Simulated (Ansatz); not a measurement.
Starting cell, BN (h-BN type, space group P6_3/mmc):

```xyz
4
Lattice="2.5058 0.0000 0.0000 -1.2529 2.1701 0.0000 0.0000 0.0000 6.6162" Properties=species:S:1:pos:R:3 pbc="T T T"
B      0.0000     1.4467     1.6541
B      1.2529     0.7234     4.9622
N      0.0000     1.4467     4.9622
N      1.2529     0.7234     1.6541
```

In each cell atom 1 (B, nearest neighbour N at 1.447 Å; its periodic images, 2.5 Å or more away, move with it) moves by s·(0.000, 0.000, 1.000) (along Cartesian z), the rest being held.

The numbers are results of PBE-D3(BJ) (plane waves to 420 eV, PAW, scalar-relativistic; Ansatz, a quantum-chemistry and plane-wave program), not measurements. k mesh 12×12×4 (Γ-centred), Fermi-Dirac smearing 0.05 eV. F∥ is the force on the atom along that direction. BN was relaxed with its symmetry unable to fall. The PAW data are Ansatz's earlier set. 

```
s (Å)   F∥ (eV/Å)
------  ---------
-0.290      3.944
-0.232      3.137
-0.174      2.341
-0.116      1.555
-0.058      0.775
0.000       0.000
0.058      -0.775
0.116      -1.555
0.174      -2.341
0.232      -3.137
0.290      -3.944
```

### Question
What is the force constant k = d²E/ds² of this move at s = 0?

### Answer
13.4 eV/Å². The forces along the line at the two nearest points give (0.775 − (-0.775)) / (2·0.058) = 13.36 eV/Å²; the next pair corrects for the finite step.

(For displaced atoms, the force is minus the slope of the energy, and its curvature is a force constant, which sets phonon frequencies.)
